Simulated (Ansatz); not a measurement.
C in space group P6_3/mmc (No. 194; C on 4e, C on 4f), PBE in the plane-wave PAW code Ansatz. The conduction-band minimum lies on the Γ–M line, 82 % of the way from Γ, with 6 equivalent valleys. Second derivatives d²E/dk² of the lowest band at one valley (eV·Å²), along Cartesian directions:

```tsv
direction	d²E/dk²
[100]	36.47
[010]	4.469
[001]	3.780
[110]	20.48
[101]	20.14
[011]	4.122
```

Find the principal effective masses, the density-of-states mass and the conductivity mass.

Off-diagonal terms follow from H_xy = H[110] − (H_xx + H_yy)/2, and m*/mₑ = 7.620 eV·Å² over each eigenvalue: 0.21, 1.7, 2.0. One valley's DOS mass (m₁m₂m₃)^(1/3) = 0.90, conductivity mass 3/(Σ 1/mᵢ) = 0.51 mₑ.

What effective density of states Nc follows at 300 K for parabolic valleys?

Nc = 2.509e19 × 6 × (0.90)^(3/2) ≈ 1.3e20 cm⁻³.

The first step of the workflow began from a Materials Project structure, measured or hypothetical. Its sites differ from those of the usual phase in this space group: another stacking or structure type. Symmetry was held in the PBE relaxation; whether a distortion lowers the energy is not shown.

Potentials: the later of the program's two PAW sets.

Edges and masses are those of Kohn–Sham bands, whose gap is no quasiparticle gap.
